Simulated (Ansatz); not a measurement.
Input:

ZrS (rock salt, Fm-3m), a = b = c = 5.2243 Å, α = β = γ = 90.00°; the cell used has 2 atoms.

This is the r²SCAN-relaxed structure.

### Question
All from r²SCAN in the plane-wave PAW code Ansatz, unless another level is named. Estimate the electronic character.

### Answer
metallic (no gap).

### Question
What about the formation energy from the elements (no fitted shifts)?

### Answer
-1.57 eV/atom.

### Question
Next, the density of states at the Fermi level?

### Answer
0.62 states/eV per atom (mean over ±0.08 eV).

### Question
Next, the gap with spin–orbit coupling?

### Answer
none (metallic).

The workflow started from an entry of the Crystallography Open Database (COD), which files this formula under 2 space groups. Its standing as an ambient phase is unchecked. Symmetry was held in the r²SCAN relaxation; of distortions, only those at the zone centre were tested. The run is not spin-polarised. The references are the lowest solids computed at this level, not always the standard phases. Scalar-relativistic: spin–orbit coupling is off unless named, which matters more the heavier the elements.

Potentials: the later of the program's two PAW sets.
